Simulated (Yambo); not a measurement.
Yambo run on KCdF$_{3}$ (cubic perovskite, space group Pm-3m, No. 221). The wavefunctions are PBEsol (Quantum ESPRESSO, PseudoDojo norm-conserving, 102 Ry, no spin-orbit coupling) ones on a 4×4×4 mesh (25 occupied bands); a = 4.3821 Å, b = 4.3821 Å, c = 4.3821 Å, α = 90.00°, β = 90.00°, γ = 90.00°.

Yambo input:

```
rim_cut
HF_and_locXC
RandQpts= 1000000
RandGvec= 1 Ry
EXXRLvcs= 102 Ry
VXCRLvcs= 408 Ry
% QPkrange
 1 | 1 | 25 | 26 |
 3 | 3 | 25 | 26 |
 6 | 6 | 25 | 26 |
 10 | 10 | 25 | 26 |
%
```

k points by index: 1 = Γ, 3 = X, 6 = M, 10 = R.

Resulting energies as the program prints them:

```
#    K-point    Band    Eo [eV]    Ehf [eV]    Vxc [eV]    Vnlxc [eV]
#
    1    25    -1.767075    -9.570871    -21.86183    -29.66563
    1    26    2.998661    7.610651    -11.73379    -7.121798
    3    25    -1.611855    -9.611235    -22.35632    -30.35570
    3    26    5.539939    10.36778    -15.55210    -10.72425
    6    25    -0.001450    -6.809996    -25.75773    -32.56628
    6    26    6.910316    12.28296    -16.19154    -10.81890
    10    25    0.000000    -6.815623    -25.76030    -32.57592
    10    26    7.673606    12.83221    -10.28960    -5.130996
```
Exchange alone, without screening.

Geometry of the Materials Project entry, not relaxed at this level.

The structure is a Materials Project entry; no match was found in the copy of COD used, and its stability was not checked.
